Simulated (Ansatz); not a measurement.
A geometry of Ti away from equilibrium: step 2 of the relaxation of a relaxed Ti cell shaken by Gaussian noise of σ = 0.08 Å a coordinate. Method: PBEsol (plane waves to 420 eV, PAW, scalar-relativistic; Ansatz, an electronic-structure program). Γ-centred k-mesh 7×7×7 on the run's cell (coarser than for final values), Fermi–Dirac smearing 0.05 eV. The plane waves were selected for a different cell earlier on the path.

```
CELL_PARAMETERS angstrom
     -3.17281     3.15283     3.14347
      3.18624    -3.18644     3.19052
      3.18569     3.19932    -3.17709
ATOMIC_POSITIONS crystal
  Ti 0.45642 0.45984 0.45862
  Ti 0.49773 0.01067 0.03389
  Ti 0.99146 0.03986 0.50111
  Ti 0.02065 0.48771 0.98836
  Ti 0.96647 0.96142 0.97067
  Ti 0.48658 0.00499 0.52418
  Ti 0.00310 0.54226 0.50193
  Ti 0.53232 0.50370 0.98968
```

Task: What forces act on the atoms (eV/Å)?

Result: 
```json
[
 {"atom": "Ti1", "Fx": "0.00", "Fy": "-0.10", "Fz": "0.35"},
 {"atom": "Ti2", "Fx": "-0.02", "Fy": "0.12", "Fz": "0.11"},
 {"atom": "Ti3", "Fx": "0.06", "Fy": "0.00", "Fz": "-0.09"},
 {"atom": "Ti4", "Fx": "-0.11", "Fy": "0.19", "Fz": "0.13"},
 {"atom": "Ti5", "Fx": "-0.13", "Fy": "-0.24", "Fz": "-0.15"},
 {"atom": "Ti6", "Fx": "-0.09", "Fy": "0.12", "Fz": "-0.35"},
 {"atom": "Ti7", "Fx": "0.13", "Fy": "-0.11", "Fz": "0.07"},
 {"atom": "Ti8", "Fx": "0.16", "Fy": "0.01", "Fz": "-0.06"}
]
```

The path ends in P6₃/mmc (No. 194) (hcp (Mg type)). No spin polarisation in the result.

Of the parent cell (I-43d (No. 220)): it is a generated cell of Ti: the first start was made by placing the elements on the sites of a structure type, and the end was not matched to a known phase here, so it may be hypothetical. Known forms of Ti include space group No. 194.
